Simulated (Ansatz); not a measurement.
# Sn: comparing deformations

Computed with Ansatz, DFT r2SCAN, scalar-relativistic, plane waves, PAW. Cutoff 500 eV, Γ-centred 16×16×16 k-points, Gaussian smearing of 0.15 eV. No spin polarisation. Energies are free energies at this smearing, counted from the undisturbed cell; pressure is positive in compression.

Zero of the scan (as given, not relaxed at this level; it stands at -0.1 GPa):

```
Sn
1.0
    -2.94014    2.94014    1.59930
     2.94014   -2.94014    1.59930
     2.94014    2.94014   -1.59930
Sn
2
Cartesian
  0.0000 2.9401 0.7997
  0.0000 0.0000 0.0000
```

The cell is strained by ε times a Voigt pattern (xx, yy, zz, yz, xz, xy; engineering shear) with fractional coordinates fixed. τ = (1/V0) dE/dε comes from the stress tensor. Of each scan, only the three points used here are listed.

| pattern | ε | τ (GPa) |
| --- | --- | --- |
| (1, 1, 0, 0, 0, 0) | -0.0150 | -4.36 |
| (1, 1, 0, 0, 0, 0) | 0.0000 | -0.03 |
| (1, 1, 0, 0, 0, 0) | 0.0150 | 3.77 |
| (0, 0, 1, 0, 0, 0) | -0.0250 | -2.39 |
| (0, 0, 1, 0, 0, 0) | 0.0000 | 0.40 |
| (0, 0, 1, 0, 0, 0) | 0.0250 | 2.31 |

Which constants do the scans give, and which deformation costs least for the same size of strain tensor?

The slope dτ/dε at zero (parabola through three points) is pᵀCp: (1, 1, 0, 0, 0, 0) gives C11 + C22 + 2 C12 = 271 GPa; (0, 0, 1, 0, 0, 0) gives C33 = 94 GPa. The size of the strain tensor, ε:ε, is ε² times 2.0, 1.0. Per unit of it the stiffnesses are 135, 94 GPa, so (0, 0, 1, 0, 0, 0) is the softest of these: at ε:ε = (1 %)² the quadratic term costs 0.81 meV/atom against 1.17 for the stiffest.

In a metal these slopes depend on the k mesh and the smearing.